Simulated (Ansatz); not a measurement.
A relaxed cell of Mg₅Se is given with its symmetry left out. The cell was found from a structure generator's guess, not taken from experiment.

The calculation used DFT PBE, scalar-relativistic, plane waves, PAW in Ansatz. Cutoff 420 eV, Γ-centred mesh, Gaussian smearing, no spin polarisation.

```xyz
6
Lattice="2.5710 -4.5091 0.0000 2.5710 4.5091 0.0000 0.0000 0.0000 7.3260" Properties=species:S:1:pos:R:3 pbc="T T T"
Mg    2.5710   -3.0022    2.1600
Mg    2.5710    3.0022    2.1600
Mg    2.5710   -3.0022    5.1660
Mg    2.5710    3.0022    5.1660
Mg    2.5710    0.0000    3.6630
Se    0.0000    0.0000    0.0000
```

The zero of energy is the elements' standard structures at the same level; no fitted shifts are applied.

Task: What space group does it have?

Result: Cmmm (No. 65). Conventional cell: a = 5.142 Å, b = 9.018 Å, c = 7.326 Å. Mg on a site of symmetry m is surrounded by 1 Se at 2.63 Å, 4 Mg at 2.97–3.01 Å and 3 Mg at 3.34–3.36 Å; Mg on a site of symmetry mmm has 12 Mg at 3.34–3.36 Å; Se is surrounded by 4 Mg at 2.63 Å.

Task: How far does it lie from the elements in energy?

Result: −0.05 eV/atom. It lies below the elements, which doesn't yet make it stable against other compounds or structures.

Task: Is it a metal?

Result: Yes, bands cross the Fermi level on the 8×8×6 mesh.

The last run used an 8×8×6 mesh (in the run's order of axes) for its 6-atom cell and Gaussian smearing of 0.10 eV. The reference form of Se is held partly by dispersion forces, which this level lacks. A structure relaxed within its symmetry needn't be a true minimum.
